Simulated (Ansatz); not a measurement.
Recipe of this trial structure of PdCl4: random cell by space group and Wyckoff sites (Cmmm, No. 65). The dimensions are guesses.

```
Pd Cl
1.0
     3.00100   -5.14925    0.00000
     3.00100    5.14925    0.00000
     0.00000    0.00000   10.00698
Pd Cl
2 8
Direct
  0.00000 0.50000 0.50000
  0.50000 0.00000 0.50000
  0.94173 0.66058 0.63691
  0.05827 0.33942 0.63691
  0.33942 0.05827 0.36309
  0.66058 0.94173 0.36309
  0.05827 0.33942 0.36309
  0.94173 0.66058 0.36309
  0.66058 0.94173 0.63691
  0.33942 0.05827 0.63691
```

Method: Ansatz 0.2.0, DFT PBE, scalar-relativistic, plane waves, PAW. Cutoff 420 eV, Gaussian smearing, Γ-centred meshes. Cell and atoms relax first on a coarse mesh, the cell is then made exact in the group found at 0.06 to 0.08 Å, and last on a converged mesh; the steps can't lower the symmetry of their start. No spin polarisation.

A guess keeps its type if space group and coordination stay and the shape of the cell changes little (axis ratios within about 15 %, angles within 6°); the volume may change.

Question: Does it keep its structure type, or change into something else?

Answer: It doesn't keep its type. The symmetry goes from Cmmm (No. 65) to Pmmm (No. 47), and the primitive cell from 10 to 5 atoms. The volume per atom grows by 42.9 %, from 30.9 to 44.2 Å³. The shortest distance goes from 1.80 Å (Pd–Cl) to 2.31 Å (Pd–Cl). Counting neighbours within 15 % of an atom's shortest distance, the start has Cl 1, Pd 4 and the end Cl 1, Pd 4. In detail, at the end Pd is surrounded by 4 Cl at 2.31 Å and 2 Pd at 2.81 Å; Cl has 1 Pd at 2.31 Å.

```yaml
crystal:
  lattice:
    - [2.81467, 0.00000, 0.00000]
    - [0.00000, 7.58548, 0.00000]
    - [0.00000, 0.00000, 10.34654]
  atoms:
    - { symbol: Pd, position: [0.50000, 0.50000, 0.50000] }
    - { symbol: Cl, position: [0.50000, 0.71509, 0.65771] }
    - { symbol: Cl, position: [0.50000, 0.28491, 0.65771] }
    - { symbol: Cl, position: [0.50000, 0.71509, 0.34229] }
    - { symbol: Cl, position: [0.50000, 0.28491, 0.34229] }
```

The last run used a 12×4×4 mesh (in the run's order of axes) for its 5-atom cell and Gaussian smearing of 0.10 eV. No dispersion correction is applied, so the spacing and binding between layers, chains or molecules are poorly described. A later test with randomly moved atoms came back to the same energy, though modes that don't fit the test's cell weren't probed. Another cell of the same search, in Pnnm, lies 90 meV/atom lower, so this cell isn't the stable form at this level.
